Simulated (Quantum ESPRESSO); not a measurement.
Space group P6₃/mmc (No. 194); a = 3.278 Å, b = 3.278 Å, c = 12.724 Å, α = 90.00°, β = 90.00°, γ = 120.00°

```
atom  site  symmetry       x       y       z
----  ----  --------  ------  ------  ------
Se      4f       3m.  0.6667  0.3333  0.1184
Mo      2c      -6m2  0.3333  0.6667  0.2500
```

Cell and atoms were relaxed with PBE+D3(BJ) from Materials Project entry mp-1634, within its symmetry.

Q: What does PBE (stringent potentials; Quantum ESPRESSO, PseudoDojo norm-conserving, 104 Ry, without SOC) give for the electronic structure near the Fermi level?

A: The PBE gap is indirect, 0.74 eV, from Γ to 43 % of the way from K to Γ; the smallest direct gap is 1.46 eV. Spin-orbit splittings are left out.
